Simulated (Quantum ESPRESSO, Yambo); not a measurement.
## Quasiparticle gap of KI at -1.5 % isotropic strain

```cif
data_I4K4
_chemical_formula_sum 'K4 I4'
_space_group_name_H-M_alt 'Fm-3m'
_space_group_IT_number 225
_space_group_name_Hall '-F 4 2 3'
_cell_length_a 6.89902
_cell_length_b 6.89902
_cell_length_c 6.89902
_cell_angle_alpha 90.000
_cell_angle_beta 90.000
_cell_angle_gamma 90.000
loop_
_atom_site_label
_atom_site_type_symbol
_atom_site_symmetry_multiplicity
_atom_site_Wyckoff_symbol
_atom_site_fract_x
_atom_site_fract_y
_atom_site_fract_z
_atom_site_occupancy
K1 K 4 a 0.00000 0.00000 0.00000 1
I1 I 4 b 0.50000 0.50000 0.50000 1
```
(The calculation used a cell of 2 atoms; values per cell refer to that cell.)

The PBEsol cell relaxed from Materials Project entry mp-22898 was given an isotropic strain of -1.5 % on all lattice vectors, and the atoms were relaxed again.

Starting point: PBEsol (pw.x of Quantum ESPRESSO, ONCV potentials, without SOC). G0W0 in Yambo: 4×4×4 Γ-centred k mesh, 193 bands and a 10 Ry block in the screening, 193 bands in G with the Bruneval-Gonze terminator, plasmon pole fitted at 27.2 eV.

The PBEsol gap along the band path is 3.97 eV. The PBEsol gap between the mesh's edge points (Γ → Γ) is 3.97 eV. The G0W0 gap between the same points is 6.24 eV.

```json
[
 {"k point": "Γ", "band": "VB", "E PBEsol (eV)": "0.00", "E QP (eV)": "-1.72", "shift (eV)": "-1.72", "Z": "0.82"},
 {"k point": "Γ", "band": "CB", "E PBEsol (eV)": "3.97", "E QP (eV)": "4.53", "shift (eV)": "0.55", "Z": "0.86"},
 {"k point": "L", "band": "VB", "E PBEsol (eV)": "-0.41", "E QP (eV)": "-2.15", "shift (eV)": "-1.74", "Z": "0.82"},
 {"k point": "L", "band": "CB", "E PBEsol (eV)": "5.45", "E QP (eV)": "5.98", "shift (eV)": "0.53", "Z": "0.85"},
 {"k point": "W", "band": "VB", "E PBEsol (eV)": "-0.70", "E QP (eV)": "-2.47", "shift (eV)": "-1.77", "Z": "0.81"},
 {"k point": "W", "band": "CB", "E PBEsol (eV)": "6.39", "E QP (eV)": "7.18", "shift (eV)": "0.79", "Z": "0.85"}
]
```

Energies count from the PBEsol valence-band maximum.

Convergence of the G0W0 settings was not tested.

Without spin-orbit coupling, band edges of such heavy elements can be off by tenths of an eV.
